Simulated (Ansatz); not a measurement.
NiN₂:
```xyz
6
Lattice="4.4238 0.0000 0.0000 0.0000 4.4238 0.0000 0.0000 0.0000 2.5317" Properties=species:S:1:pos:R:3 pbc="T T T"
Ni     2.2119     2.2119     0.0000
Ni     0.0000     0.0000     0.0000
N      4.0017     1.7898     1.2659
N      0.4221     2.6340     1.2659
N      2.6340     4.0017     1.2659
N      1.7898     0.4221     1.2659
```

This is the PBEsol-relaxed structure.

Question: All from DFT-PBEsol in the program Ansatz with PAW potentials, unless another level is named. Estimate the bulk modulus (Birch–Murnaghan fit).

Answer: 1530 kbar.

Question: Next, the highest zone-centre frequency?

Answer: 1648 cm⁻¹.

Space group P4/mbm. The start of the workflow was typed in or built on a structure type; neither database checked (COD, Materials Project) lists it. Its standing as an ambient phase is unchecked. Symmetry was held in the PBEsol relaxation. At this level the phase is dynamically unstable (imaginary phonons). The workflow began spin-polarised and lost its moments. The volume moved by 24 % from the start of the relaxation. Its formation energy is positive at this level, so the cell may be metastable or incomplete. As this level gives no gap, phonon frequencies hold no LO–TO term and depend on the k-mesh and smearing (Fermi–Dirac, 0.1 eV here).

Potentials: the earlier of the program's two PAW sets. The files were generated under PBE; for other functionals the program regenerates the frozen cores, and for LDA and PBEsol the local potential too.
